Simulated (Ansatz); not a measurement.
MgS:
```cif
data_MgS
_chemical_formula_sum 'Mg1 S1'
_space_group_name_H-M_alt 'P 1'
_space_group_IT_number 1
_cell_length_a 3.66417
_cell_length_b 3.66417
_cell_length_c 3.66417
_cell_angle_alpha 60.000
_cell_angle_beta 60.000
_cell_angle_gamma 60.000
loop_
_space_group_symop_operation_xyz
  'x, y, z'
loop_
_atom_site_label
_atom_site_type_symbol
_atom_site_fract_x
_atom_site_fract_y
_atom_site_fract_z
_atom_site_occupancy
Mg1 Mg 0.50000 0.50000 0.50000 1
S1 S 0.00000 0.00000 0.00000 1
```

This is the PBEsol-relaxed structure.

Q: All from plane-wave PAW PBEsol (Ansatz code), unless another level is named. Give the electronic dielectric constant ε∞ (DFPT).

A: 5.53.

Q: Next, the Born charges (a third of the trace)?

A: Mg +2.31, S -2.31 e.

Q: Predict the static dielectric constant ε0 (ions relaxed, cell fixed).

A: 14.8.

Space group Fm-3m (rock salt). Symmetry was held in the PBEsol relaxation; phonons on a q-mesh show no instability.

Potentials: the later of the program's two PAW sets.
